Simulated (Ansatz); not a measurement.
**SCF log, VSi3O8**

VSi3O8 is taken as a cell of a measured crystal with one cation replaced (not relaxed), 12 atoms in the cell. One Si of COD entry 1544731 is replaced by V, with no charge compensation. All atoms are displaced slightly at random. Forces or pressure are large, so the cell is far from its computed equilibrium.

The calculation used Ansatz development build ahead of 0.2.0, DFT, PBE, PAW, plane waves, scalar-relativistic.

Input:

```yaml
crystal:
  lattice:
    - [4.1797, 0.0, 0.0]
    - [0.0, 4.1797, 0.0]
    - [0.0, 0.0, 5.3338]
  atoms:
    - { symbol: Si, position: [0.99502992, 0.00278427, 0.0069848] }
    - { symbol: Si, position: [0.01313005, 0.99556718, 0.50224566] }
    - { symbol: Si, position: [0.51156642, 0.50911406, 0.24159226] }
    - { symbol: V, position: [0.50900551, 0.48905081, 0.73619625] }
    - { symbol: O, position: [0.31045152, 0.30426435, 0.99903787] }
    - { symbol: O, position: [0.3308373, 0.2975008, 0.51564739] }
    - { symbol: O, position: [0.18682928, 0.79761416, 0.24692649] }
    - { symbol: O, position: [0.18309275, 0.79879774, 0.75293723] }
    - { symbol: O, position: [0.70189905, 0.70170915, 0.0003857] }
    - { symbol: O, position: [0.71247291, 0.6775073, 0.4940049] }
    - { symbol: O, position: [0.80769882, 0.19414761, 0.24266969] }
    - { symbol: O, position: [0.80269747, 0.19175124, 0.74352203] }
hamiltonian:
  xc: pbe
  pseudopotentials: { kind: paw }
basis:
  ecutwfc: 420
kpoints:
  mp_grid: { grid: [3, 3, 2] }
scf:
  occupations: { method: fermi_dirac, width: 0.01 }
  lower_state_search: "off"
output:
  forces: true
  stress: true
```

The run was started with:
```sh
ansatz run input.yaml --threads 4 --pin off --max-ram 9216MiB --backend cpu --events-out ev --progress --plain --runs-dir out
```

What the program printed (shortened):

```
Pseudopotentials: kind: paw
Pseudopotential: Si, paw, valence charge 4, recommended cutoff 420 eV (normal), Si.paw.azcp
Pseudopotential: V, paw, valence charge 13, recommended cutoff 420 eV (normal), V.paw.azcp
Pseudopotential: O, paw, valence charge 6, recommended cutoff 420 eV (normal), O.paw.azcp
Functional definition: PBE
Crystal: 12 atoms, lattice volume = 93.181 Å³
Basis set: ecut = 420 eV, 1801 PW (Γ), exchange–correlation on 60×60×72 points (8 copies of the dense FFT grid, shifted against one another)
Bands: 49, of which v1, the nominal top of the filled ones, is band 37 counted from 1 (36 counted from 0)
Symmetry: 1 space group operations
Space group: P1 (ITA 1), of the structure as read, at distance tolerance 4.5e-5 Å
k-points: 10 of 18 (time reversal used)
Non-local potential: Si, projectors of the file, l = 0: 2, l = 1: 2, l = 2: 2
Non-local potential: V, projectors of the file, l = 0: 3, l = 1: 2, l = 2: 3, l = 3: 1
Non-local potential: O, projectors of the file, l = 0: 2, l = 1: 2, l = 2: 1
Initial density: superposition of atomic densities (neutral atoms: chi_scale 0, normalization atom), corrected by the library's trained network
Initial wavefunctions: pseudopotential atomic-orbital guess
Functional: x = pbe(κ = 0.804, μ = 0.2195149727645171), c = pbe(β = 0.06672455060314922)
SCF iter   1: F=—  HF=-9366.402534 eV  |F-HF|=—  |Δ(HF+E_count)|=         —  Δρ=1.62e-2  dr2=8.60e-2  ethr=1.77e-3  ⟨swp⟩=7.8  Hψ=2431  notcnv=0  defer=8
preconditioner: auto → Resta (q_TF=auto, 2.620 Å⁻¹)  ε∞=4.6  [insulator: Δε(μ)=0.296 eV  Ē_g=16.271 eV  σ=0.010 eV  W_gap=1.00  n_scr=28 (ndim 8)  ℏωp=31.0 eV  f_vac=0.000  D(μ)=0.00/eV (n_scr^D=0)  ε∞_Penn≈4.6]
SCF iter   2: F=—  HF=-9366.370949 eV  |F-HF|=—  |Δ(HF+E_count)|=   3.16e-2  Δρ=8.10e-3  dr2=2.24e-2  ethr=1.18e-4  ⟨swp⟩=2.0  Hψ=636  notcnv=0  defer=64
SCF iter   3: F=—  HF=-9366.363455 eV  |F-HF|=—  |Δ(HF+E_count)|=   7.49e-3  Δρ=8.58e-4  dr2=5.21e-4  ethr=3.07e-5  ⟨swp⟩=2.0  Hψ=851  notcnv=0  defer=24
automatic band count: iteration 3 solves 45 bands in place of 49: the levels show a gap, and the empty bands left out lie too high to hold charge; the band table lists the bands solved (type scf.n_extra_bands for more)
SCF iter   4: F=—  HF=-9366.363429 eV  |F-HF|=—  |Δ(HF+E_count)|=   2.52e-5  Δρ=2.20e-4  dr2=4.73e-5  ethr=7.13e-7  ⟨swp⟩=3.0  Hψ=832  notcnv=0  defer=24
SCF iter   5: F=—  HF=-9366.363268 eV  |F-HF|=—  |Δ(HF+E_count)|=   1.61e-4  Δρ=7.08e-5  dr2=3.41e-6  ethr=6.48e-8  ⟨swp⟩=2.0  Hψ=655  notcnv=0  defer=24
SCF iter   6: F=—  HF=-9366.363268 eV  |F-HF|=—  |Δ(HF+E_count)|=   2.80e-7  Δρ=3.59e-5  dr2=4.72e-7  ethr=4.68e-9  ⟨swp⟩=2.0  Hψ=709  notcnv=0  defer=24
SCF iter   7: F=-9366.363268 eV  HF=-9366.363268 eV  |F-HF|=1.27e-11  |Δ(HF+E_count)|=   2.15e-8  Δρ=8.34e-6  dr2=3.07e-8  ethr=1.37e-10  ⟨swp⟩=4.3  Hψ=1549  notcnv=0
the last iteration of the SCF fills more bands at one k-point than at another: 36 at k=1 and 37 at k=0 (a band counts as filled where it holds over half of its capacity, the bands of one level by their mean; [...]
SCF 1 converged in 7 iterations: F = -9366.363268 eV  dr2 = 3.07e-8
  greatest PAW one-centre occupation: 1.000 electrons in one spin orbital (limit 2), on the V atom at site 3 (counted from 0), in its partial waves of l = 0
SCF converged after 7 iterations
Free energy (F): -9366.363268 eV
Harris-Foulkes:  -9366.363268 eV  (|F-HF|=1.27e-11)
Internal energy: -9366.363034 eV  (E = F + TS)
E sigma→0 (E₀):  -9366.363151 eV
Entropy (-TS):   -0.000234 eV (-0.019 meV/atom)
Fermi energy:    13.832437 eV
--- Per-component energies (eV) ---
  E_band       = -49.020541
  E_kinetic    = 1933.563837
  E_local      = -3856.575031  (includes V_loc(G=0)·N_el)
  E_nonlocal   = 405.263400
  E_hartree    = 1524.148270
  E_xc         = -901.861793
  E_vxc        = -1081.166673  (∫ρ·V_xc dr)
  E_paw        = -3922.878211  (= ΣΔE_a)
  E_vpaw       = -498.423311  (= ΣTr[D̂ρ^β])
  E_aug_tail   = 0.020635  (compensation charges beyond the density's cutoff)
  E_ewald      = -4548.044143
  E_smearing   = -0.000234  (= −TS)
  E_closure    = 0.000000  (closes the sum)
  Σ components = -9366.363268   (vs F -9366.363268, Δ=0.00e0)
--- Forces (eV/Å), atoms counted from 1 ---
  atom   1  Si     0.74615884    -0.45742726    -1.74527953
  atom   2  Si    -0.67895014    -0.25047198    -0.13965979
  atom   3  Si    -0.29193717    -0.45699438    -0.55185893
  atom   4  V      0.84281917     3.64261089     6.54671178
  atom   5  O     -1.78203705    -1.74432646     2.31030811
  atom   6  O     -5.36972795    -4.17843146    -7.90699052
  atom   7  O      1.32475053     0.04281428     0.98110805
  atom   8  O     -0.53415982     1.60097560    -0.20735946
  atom   9  O      0.78591138     1.17849289     1.64454703
  atom  10  O      1.33083393     3.11440536    -3.12332112
  atom  11  O      0.19796197     0.27923700     1.64429102
  atom  12  O      3.42837641    -2.77086215     0.54750316
  max |Σ_I F_I| component: 2.23e-5 eV/Å
--- Stress (GPa, compression-positive) ---
       37.563119       0.188196       2.339579
        0.188207      36.252191       4.651483
        2.339604       4.651462      48.776331
  P = ⅓ Tr σ = 40.8639 GPa (408.639 kbar)
```

Among 8 converged runs of this cell from various starts and settings, this end is 14.5 meV/atom above the lowest found (spin-polarised, site moments V4 0.61 μB, total 1.00 μB per cell, a gap of 0.21 eV on the k-mesh).

A semilocal functional without U tends to delocalise d and f electrons, and can give a metal where the real compound is an insulator. Gaps of semilocal functionals run low against measured ones. With one magnetic atom in the cell its copies can only be parallel; orders in a larger cell may lie lower. The mesh is coarse, so energy differences (and at times their sign) aren't converged.

The run took 1.3 s on 4 threads of Arm Neoverse V2 (shared host), peak memory 0.38 GiB.
